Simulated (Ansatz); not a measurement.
Cells of CdAs relaxed with r2SCAN (plane waves to 500 eV, PAW, scalar-relativistic; Ansatz, an electronic-structure program), each with a space-group label. One label is wrong.

**A**, labelled Pm-3m (No. 221)
```xyz
2
Lattice="3.4746 0.0000 0.0000 0.0000 3.4746 0.0000 0.0000 0.0000 3.4746" Properties=species:S:1:pos:R:3 pbc="T T T"
As     1.7373     1.7373     1.7373
Cd     0.0000     0.0000     0.0000
```

**B**, labelled P-6m2 (No. 187)
```yaml
crystal:
  lattice:
    - [4.52972, 0.00000, 0.00000]
    - [-2.26486, 3.92285, 0.00000]
    - [0.00000, 0.00000, 3.02496]
  atoms:
    - { symbol: As, position: [0.33333, 0.66667, 0.00000] }
    - { symbol: Cd, position: [0.66667, 0.33333, 0.00000] }
```

**C**, labelled P6₃mc (No. 186)
```xyz
8
Lattice="-3.5614 3.5614 3.5614 3.5614 -3.5614 3.5614 3.5614 3.5614 -3.5614" Properties=species:S:1:pos:R:3 pbc="T T T"
As     3.0414     3.0414     3.0414
As     0.5200     4.0814    -0.5200
As     4.0814    -0.5200     0.5200
As    -0.5200     0.5200     4.0814
Cd     1.3993     1.3993     1.3993
Cd    -1.3993     2.1621     1.3993
Cd     2.1621     1.3993    -1.3993
Cd     1.3993    -1.3993     2.1621
```

**D**, labelled P6₃/mmc (No. 194)
```xyz
8
Lattice="4.5316 0.0000 0.0000 -2.2658 3.9245 0.0000 0.0000 0.0000 12.5012" Properties=species:S:1:pos:R:3 pbc="T T T"
As     0.0000     2.6163    10.6436
As     2.2658     1.3082     4.3931
As     0.0000     2.6163     8.1081
As     2.2658     1.3082     1.8575
Cd     0.0000     0.0000    10.9696
Cd     0.0000     0.0000     4.7190
Cd     0.0000     0.0000     1.5315
Cd     0.0000     0.0000     7.7821
```

Problem. Which label is wrong, and what should it be (tolerance 0.01 Å)?

Solution. C: its symmetry is I2₁3 (No. 199), cI16, AFLOW prototype AB_cI16_199_a_a (B_a); a = b = c = 7.1228 Å, α = β = γ = 90.00°.

Each run could gain symmetry but not lose that of its start, so entries can be saddle points. All of these are generated cells (placed on structure types, drawn at random, substituted or restacked) that were not matched to a known phase here.

No spin polarisation in the result.
